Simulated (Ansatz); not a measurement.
The elements of this relaxed trial crystal are hidden behind letters.

```
lattice vectors (Å)
   5.6276    0.0000    0.0000
   0.0000    4.1317    0.0000
  -2.0201    0.0000    8.4148
fractional positions
X 0.0000 0.5000 0.0000
X 0.0000 0.0000 0.5000
X 0.4054 0.5000 0.6906
X 0.5946 0.5000 0.3094
Z 0.6957 0.0000 0.8344
Z 0.8060 0.0000 0.1705
Z 0.8720 0.5000 0.6543
Z 0.3043 0.0000 0.1656
Z 0.1940 0.0000 0.8295
Z 0.5000 0.0000 0.5000
Z 0.5000 0.5000 0.0000
Z 0.1280 0.5000 0.3457
```

These are results of DFT PBE, scalar-relativistic, plane waves, PAW (Ansatz), not measurements. The final run on the 12-atom cell used 420 eV, a Γ-centred 8×10×6 mesh, 0.10 eV smearing and no spin polarisation.

```
Space group                                : P2/m (No. 10)
Conventional cell                          : a = 5.628 Å, b = 4.132 Å, c = 8.654 Å, β = 103.5°
Volume per atom                            : 16.30 Å³
Density                                    : 10.08 g/cm³
Formation energy                           : −0.75 eV/atom
Gap on the 8×10×6 mesh of the 12-atom cell : 0 eV (a metal)
```

Energies are uncorrected and count from the elements' standard states at the same level.

Problem. X is a d-block element of period 5 and Z is a d-block element of period 5. Which elements are they?

Solution. X = Zr, Z = Rh, so the formula is ZrRh2. Density times volume gives a mean mass of 10.08 × 16.30/1.6605 = 98.9 u per atom, and this set has 99.0 u. Around Zr on a site of symmetry 2/m lie 12 Rh at 2.81–2.91 Å and 4 Zr at 3.77–3.90 Å; Zr on a second site of symmetry 2/m has 8 Rh at 2.65–2.81 Å and 4 Zr at 3.23 Å; around Rh on a site of symmetry m lie 4 Zr at 2.75–2.85 Å and 8 Rh at 2.81–2.90 Å; 5 more sites not described. Other sets within the hints have nearly the same mass, so mass alone doesn't settle it; this one was computed.

This cell was reached by moving the atoms of another relaxed cell at random and relaxing again, last within the group found; it had no such test of its own.
